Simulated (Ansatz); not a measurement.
## Relaxing P

Theory: DFT PBEsol+D3(BJ), scalar-relativistic, plane waves, PAW in Ansatz 0.2.0. Run with 420 eV cutoff, 14×14×12 k-mesh, Gaussian smearing of 0.10 eV, no spin polarisation.

What was changed: relaxed at 2 GPa.

Command:

```bash
ansatz run input.yaml --threads 1 --pin off --max-ram 2560MiB --backend cpu --events-out ev --progress --plain --runs-dir out
```

Input:

```yaml
crystal:
  lattice:
    - [1.6639298268, -4.9163395052, 0.0]
    - [1.6639298268, 4.9163395052, 0.0]
    - [0.0, 0.0, 3.8054706533]
  atoms:
    - { symbol: P, position: [0.1111676012, 0.8888323988, 0.9430552443] }
    - { symbol: P, position: [0.6111676012, 0.3888323988, 0.5569447557] }
    - { symbol: P, position: [0.8888323988, 0.1111676012, 0.0569447557] }
    - { symbol: P, position: [0.3888323988, 0.6111676012, 0.4430552443] }
basis:
  ecutwfc: 420
kpoints:
  mp_grid: { grid: [14, 14, 12] }
hamiltonian:
  xc: pbesol
  dispersion: d3bj
scf:
  occupations: { method: gaussian, width: 0.1 }
output:
  forces: true
  stress: true
  eigenvalues: true
relax:
  adjacent_minimum: "off"
  f_tol: 0.008
  max_steps: 50
  cell: { stress_tol: 0.08, p_target: 2.0 }
```

F is the free energy. Steps run on the plane waves of an earlier cell, but the last one, and at times one on the way, on a freshly chosen basis, so a repeated geometry can differ a little in energy. The relaxation lowers the enthalpy F + PV at the target pressure, so F itself can rise.

Steps:

| step | F − F(1) (eV) | largest force component (eV/Å) | V (Å³/atom) | P (GPa) |
| --- | --- | --- | --- | --- |
| 1 | 0.0000 | 0.127 | 15.565 | 2.08 |
| 2 | 0.0219 | 0.084 | 15.121 | 2.91 |
| 3 | 0.0057 | 0.094 | 15.326 | 2.39 |
| 4 | 0.0138 | 0.044 | 15.101 | 2.30 |
| 5 | 0.0083 | 0.030 | 15.192 | 2.15 |
| 6 | 0.0077 | 0.004 | 15.201 | 1.97 |
| 7 | 0.0079 | 0.004 | 15.201 | 1.96 |

Relaxed structure:

```cif
data_structure
_symmetry_space_group_name_H-M 'P 1'
_symmetry_Int_Tables_number 1
_cell_length_a 5.1520
_cell_length_b 5.1520
_cell_length_c 3.7158
_cell_angle_alpha 90.000
_cell_angle_beta 90.000
_cell_angle_gamma 141.939
_cell_volume 60.80
loop_
_atom_site_label
_atom_site_type_symbol
_atom_site_fract_x
_atom_site_fract_y
_atom_site_fract_z
_atom_site_occupancy
P1 P 0.11305 0.88695 0.94826 1
P2 P 0.61305 0.38695 0.55174 1
P3 P 0.88695 0.11305 0.05174 1
P4 P 0.38695 0.61305 0.44826 1
```

Symmetry: Cmce, No. 64, orthorhombic system. Conventional cell: a = 3.360 Å, b = 9.741 Å, c = 3.716 Å, α = 90.00°, β = 90.00°, γ = 90.00°. Around P (site symmetry m) lie 3 P at 2.23 to 2.24 Å.

The run converged. Time: 3.7 min on 1 thread of Intel(R) Xeon(R) Platinum 8259CL CPU @ 2.50GHz (Skylake/Cascade Lake), with other jobs on the host, peak memory 0.66 GiB.